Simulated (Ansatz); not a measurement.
Ge₂W in space group Cmcm (No. 63; Ge on 4c, Ge on 4c, W on 4c) under volume change, the program Ansatz at the PBE level (PAW), shape and atoms relaxed at each volume.

```
V (Å³/atom)  E − E(relaxed) (meV/atom)  P (GPa)
-----------  -------------------------  -------
14.431                            75.7    18.58
14.907                            31.6    11.30
15.382                             7.4     5.16
15.858                             0.0     0.00
16.334                             6.7    -4.35
16.810                            25.2    -7.99
17.285                            52.4   -10.05
```

Task: What does a third-order Birch–Murnaghan fit give for V₀, B₀ and B′?

Result: V₀ = 15.85 Å³/atom, B₀ = 153 GPa, B′ = 5.6.

The cell is a constructed one: a structure type filled with these elements; neither database checked (COD, Materials Project) lists it. COD files the formula under space group No. 139, so this cell is another polymorph or a model. Whether it is the stable phase at ambient conditions was not checked. The PBE relaxation kept the symmetry of its start; its stability against distortions is not shown here. No spin polarisation was allowed. Scalar-relativistic: spin–orbit coupling is off unless named, which matters more the heavier the elements.

Potentials: the later of the program's two PAW sets.
